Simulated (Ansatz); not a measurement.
Starting cell, Al2Cu (Al2Cu type, space group I4/mcm):

```
Al2Cu
1.0
   -3.02971     3.02971     2.43697
    3.02971    -3.02971     2.43697
    3.02971     3.02971    -2.43697
Al Cu
4 2
Direct
  0.65828   0.15828   0.81655
  0.84172   0.65828   0.50000
  0.15828   0.34172   0.50000
  0.34172   0.84172   0.18345
  0.25000   0.25000   0.00000
  0.75000   0.75000   0.00000
```

In each cell atom 2 (Al, nearest neighbour Cu at 2.587 Å; its periodic images, 4.9 Å or more away, move with it) moves by s·(0.000, 0.000, 1.000) (along Cartesian z), the rest being held.

Calculation: PBE (plane waves to 420 eV, PAW, scalar-relativistic; Ansatz, a program for electronic structure). k mesh 10×10×10 (Γ-centred), Fermi-Dirac smearing 0.05 eV. The energy includes the smearing's −TS. With partly filled bands, energies and forces of such displacements shift with the k mesh and the smearing. Al2Cu is run without spin polarisation. Al2Cu was relaxed with its symmetry unable to fall. The PAW data are Ansatz's earlier set. ΔE is measured from the undisplaced structure.

The scan covers s from -0.780 to 0.780 Å in 11 points.

### Question
Is the energy the same for equal positive and negative displacements?

### Answer
Even: the same for both signs. With its periodic images moving along, the atom's site symmetry in this cell is mm2.

### Question
What force acts on the atom along the line at s = -0.780 Å?

### Answer
4.30 eV/Å.

### Question
What is the energy change at s = 0.780 Å?

### Answer
1448 meV/cell.

### Question
What is the force constant k = d²E/ds² of this move at s = 0?

### Answer
3.98 eV/Å².

(For displaced atoms, the force is minus the slope of the energy, and its curvature is a force constant, which sets phonon frequencies.)
